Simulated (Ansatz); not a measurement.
# YCu5 (P6/mmm): electronic heat capacity and spin susceptibility from the density of states

Method: DFT r2SCAN, scalar-relativistic, plane waves, PAW (Ansatz 0.2.0).

Cutoff 500 eV; k points 12×12×10 on the computed 6-atom cell (Γ-centred); Gaussian smearing, width 0.10 eV; no spin polarisation.

Relaxed cell: P6/mmm, a = 4.994 Å, b = 4.994 Å, c = 4.038 Å, α = 90.00°, β = 90.00°, γ = 120.00°, 6 atoms in the primitive cell. Whether it is the stable form of this composition wasn't checked.

The density of states at the Fermi level is 2.608 states/eV in the cell of 6 atoms (1 formula unit; both spins, tetrahedra on a 18×18×15 mesh). Averaged over bins of 0.1 eV the density runs from 2.7 to 3.5 states/eV within 0.2 eV of the Fermi level, so the figure hangs on the exact place of that level.

**Question.** What Sommerfeld coefficient and Pauli susceptibility does this give?

**Answer.** Per formula unit N(E_F) = 2.608 states/eV. γ = (π²/3) k_B² N(E_F) N_A = 2.357 mJ/(mol K²) per state/eV, so γ = 6.1 mJ/(mol K²), a mole of formula units. χ_P = μ_B² N(E_F) N_A = 3.23×10⁻⁵ emu/mol per state/eV gives 8.4×10⁻⁵ emu/mol. This is the bare band result: a measured γ of the same phase is as a rule larger by a factor 1 + λ from phonons and spin fluctuations, the spin part of χ is larger by the Stoner factor, and a measured χ also holds orbital and core terms. N(E_F) at one energy is sensitive to the mesh where the density of states has sharp peaks.

Cost: 1 run of about 5.2 core-minutes, on Arm Neoverse V1 (shared hosts).